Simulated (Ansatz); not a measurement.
# Mo: the volume at rest

Mo in the bcc lattice, starting from this typed cell of 15.78 Å³ an atom.

```yaml
# lattice in Å, fractional positions
crystal:
  lattice:
    - [-1.58000, 1.58000, 1.58000]
    - [1.58000, -1.58000, 1.58000]
    - [1.58000, 1.58000, -1.58000]
  atoms:
    - { symbol: Mo, position: [0.00000, 0.00000, 0.00000] }
```

Method (Ansatz, development build): k mesh 8×8×8; Fermi–Dirac smearing of 0.1 eV; no spin. Cell and atoms are relaxed to zero stress with the symmetry kept and no dispersion correction.

Caveats: coarse k mesh.

Question: What volume results under PBE, and how much do the potentials matter?

Answer: 
| functional | potentials | cutoff (eV) | volume (Å³/atom) | change (%) |
| --- | --- | --- | --- | --- |
| PBE | all-electron PAW datasets (no frozen core) | 380 | 15.82 | 0.2 |
| PBE | Ansatz generated PAW | 420 | 15.82 | 0.3 |
| PBE | Ansatz hand-made PAW | 500 | 15.82 | 0.2 |
| PBE | JTH PAW | 1800 | 15.84 | 0.4 |
| PBE | PseudoDojo norm-conserving | 1088 | 15.83 | 0.4 |
| PBE | Ansatz norm-conserving | 1088 | 15.82 | 0.3 |
